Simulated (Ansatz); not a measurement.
Ti in space group P6/mmm (No. 191; Ti on 1a, Ti on 2d) under volume change, DFT-LDA in the program Ansatz with PAW potentials, shape and atoms relaxed at each volume.

| V (Å³/atom) | E − E(relaxed) (meV/atom) | P (GPa) |
|---|---|---|
| 14.419 | 58.8 | 14.17 |
| 14.894 | 24.9 | 8.80 |
| 15.369 | 6.0 | 4.10 |
| 15.845 | 0.0 | 0.01 |
| 16.320 | 5.4 | -3.57 |
| 16.795 | [?] | [?] |
| 17.271 | [?] | [?] |

Problem. What belongs in the gaps?

Solution. 
- 16.795, E − E(relaxed) (meV/atom): 20.8
- 16.795, P (GPa): -6.70
- 17.271, E − E(relaxed) (meV/atom): 44.8
- 17.271, P (GPa): -9.44

Problem. What does a third-order Birch–Murnaghan fit give for V₀, B₀ and B′?

Solution. V₀ = 15.85 Å³/atom, B₀ = 127 GPa, B′ = 3.5.

This is a known high-pressure phase of the composition, computed here at zero pressure and temperature. The cell was relaxed with LDA under the symmetry of its start; whether a distortion lowers the energy is not shown. The run is not spin-polarised.

Potentials: the later of the program's two PAW sets.
